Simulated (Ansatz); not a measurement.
IrO2 (fluorite, space group No. 225) under volume change, PBE in the plane-wave PAW code Ansatz, scaled uniformly.

```tsv
V (Å³/atom)	E − E(relaxed) (meV/atom)	P (GPa)
9.221	85.5	32.85
9.525	35.7	19.97
9.829	8.4	9.12
10.133	0.0	0.00
10.437	7.5	-7.67
10.741	28.3	-14.12
11.045	60.4	-19.52
```

Task: What does a third-order Birch–Murnaghan fit give for V₀, B₀ and B′?

Result: V₀ = 10.13 Å³/atom, B₀ = 278 GPa, B′ = 4.8.

Space group Fm-3m (fluorite). A made-up cell: these elements were put on the sites of a structure type; neither database checked (COD, Materials Project) lists it. It is not the phase usual at ambient conditions (space group No. 136). Symmetry was held in the PBE relaxation; its stability against distortions is not shown here. No spin polarisation was allowed. Spin–orbit coupling is left out wherever it is not named.

Potentials: the later of the program's two PAW sets.
